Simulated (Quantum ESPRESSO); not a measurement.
## Zn2AlS3F (convergence and cost over cutoff and k mesh)

Computed values, not a measurement. The program is pw.x of Quantum ESPRESSO 7.5 (plane-wave density functional theory). The cell is made up: 7 atoms on a zincblende/diamond lattice with one site empty, with randomly drawn elements, strain and displacements, not relaxed. PseudoDojo standard norm-conserving files (v0.5 for PBE, v0.4.1 for LDA and PBEsol) set the functional; there is no spin polarisation, spin-orbit coupling or dispersion term, and the masses in the input are unused placeholders.

Input of the run in row 4:

```
&control calculation='scf', pseudo_dir='./dojo.nc.sr.pbe.v0_5.standard.upf', outdir='./o', disk_io='medium', tprnfor=.true., tstress=.true. /
&system ibrav=0, nat=7, ntyp=4, nbnd=40, ecutwfc=84.00895049, nosym=.true., tot_charge=0,
 occupations='smearing', smearing='fd', degauss=0.0018374661
/
&electrons conv_thr=7.350e-09, electron_maxstep=60, /
ATOMIC_SPECIES
Al 1.0 Al.upf
F 1.0 F.upf
S 1.0 S.upf
Zn 1.0 Zn.upf
CELL_PARAMETERS angstrom
5.1366 0.0119 -0.0098
0.0119 5.0878 -0.0797
-0.0098 -0.0797 5.0508
ATOMIC_POSITIONS angstrom
Zn 0.1225 0.0629 0.0364
Zn 2.5741 0.03 2.7285
Al 2.7789 2.6471 -0.0765
S 1.3578 1.2091 1.3935
F 1.3174 3.6644 3.7536
S 3.9072 1.1791 3.7479
S 3.9246 3.8003 1.188
K_POINTS automatic
4 4 4 1 1 1
```

The same cell was run at these settings. Meshes are shifted by half a step, and differences are from the last row, which is itself not exact.

| cutoff (eV) | k mesh | k points solved | threshold (eV) | free energy less the last row's (eV) | pressure (GPa) | largest stress difference (GPa) | largest force difference (eV/Å) | iterations | wall time (s) | k-point pools | processor |
| --- | --- | --- | --- | --- | --- | --- | --- | --- | --- | --- | --- |
| 800 | 2 x 2 x 2 | 4 | 1e-04 | 2.850 | -22.71 | 30.50 | 0.050 | 7 | 28 | 1 | AMD EPYC, Zen 5 class |
| 1143 | 2 x 2 x 2 | 4 | 1e-07 | 0.122 | 7.94 | 0.36 | 0.051 | 10 | 51 | 1 | AMD EPYC, Zen 5 class |
| 593 | 4 x 4 x 4 | 32 | 1e-07 | 53.043 | -291.27 | 299.19 | 0.462 | 10 | 102 | 1 | AMD EPYC, Zen 5 class |
| 1143 | 4 x 4 x 4 | 32 | 1e-07 | 0.002 | 7.63 | 0.00 | 0.001 | 10 | 275 | 1 | AMD EPYC, Zen 5 class |
| 1437 | 6 x 6 x 6 | 108 | 1e-07 | 0.000 | 7.62 | 0.00 | 0.000 | 10 | 1427 | 1 | AMD EPYC, Zen 5 class |

Each pool is one process. Wall times include start-up and a band step at six k points, which weighs most on the coarsest meshes. The runs were on shared virtual cores whose load varied, so times are rough.